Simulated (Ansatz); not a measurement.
Data:

GaAs:
```cif
data_AsGa
_chemical_formula_sum 'As1 Ga1'
_space_group_name_H-M_alt 'P 1'
_space_group_IT_number 1
_cell_length_a 3.96177
_cell_length_b 3.96177
_cell_length_c 3.96177
_cell_angle_alpha 60.000
_cell_angle_beta 60.000
_cell_angle_gamma 60.000
loop_
_space_group_symop_operation_xyz
  'x, y, z'
loop_
_atom_site_label
_atom_site_type_symbol
_atom_site_fract_x
_atom_site_fract_y
_atom_site_fract_z
_atom_site_occupancy
As1 As 0.75000 0.75000 0.75000 1
Ga1 Ga 0.00000 0.00000 0.00000 1
```

This is the LDA-relaxed structure.

Task: All from the program Ansatz at the LDA level (PAW), unless another level is named. Predict the band gap.

Result: 0.49 eV (direct).

Task: Predict the weight of the conduction-edge state by species (Voronoi cells).

Result: Ga 58 %, As 42 %.

Task: Next, the weight of the valence-edge state by species (Voronoi cells)?

Result: As 75 %, Ga 25 %.

Space group F-43m (zinc blende). The LDA relaxation kept the symmetry of its start; phonons on a q-mesh show no instability. Spin–orbit coupling is left out wherever it is not named.

Potentials: the later of the program's two PAW sets.
